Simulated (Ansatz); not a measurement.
Relaxed TiC (rock salt):

```
CELL_PARAMETERS angstrom
      0.00000     4.32781     4.32781
      2.16390     0.00000     2.16390
      2.16390     2.16390     0.00000
ATOMIC_POSITIONS crystal
  C  0.00000 0.00000 0.00000
  C  0.50000 0.00000 0.00000
  Ti 0.25000 0.50000 0.50000
  Ti 0.75000 0.50000 0.50000
```

The atoms are displaced by Q × the pattern below (from a DFPT mode at L = (0.5, 0.0, 0.0), largest move 1; Q in Å), at fixed cell. (q is in reciprocal vectors of the primitive cell; the cell shown is doubled to hold the pattern.)

| atom | x | y | z |
|---|---|---|---|
| C1 | 0.577 | -0.577 | -0.577 |
| C2 | -0.577 | 0.577 | 0.577 |

Atoms not listed stay in place.

Level of theory: r2SCAN (plane waves to 500 eV, PAW, scalar-relativistic; Ansatz, an electronic-structure program). k mesh 9×18×18 (Γ-centred), Fermi-Dirac smearing 0.05 eV. E stands for the smeared free energy. With partly filled bands, energies and forces of such displacements shift with the k mesh and the smearing. TiC is run without spin polarisation. TiC was relaxed with its symmetry unable to fall. ΔE is measured from the undisplaced structure.

The scan covers Q from -0.280 to 0.280 Å in 13 points.

Q: Which space group does the distorted structure have?

A: R-3m (No. 166), lowered from Fm-3m.

Q: Is this a single well or a double well?

A: A single well with its minimum at or next to zero displacement.

Q: What is the energy change at Q = 0.280 Å?

A: 1848 meV/cell.

Q: What harmonic wavenumber does the curvature at Q = 0 give?

A: 742 cm⁻¹.

(A displaced cell: forces are minus the slopes of the energy, force constants its curvatures, and phonons follow from these.)
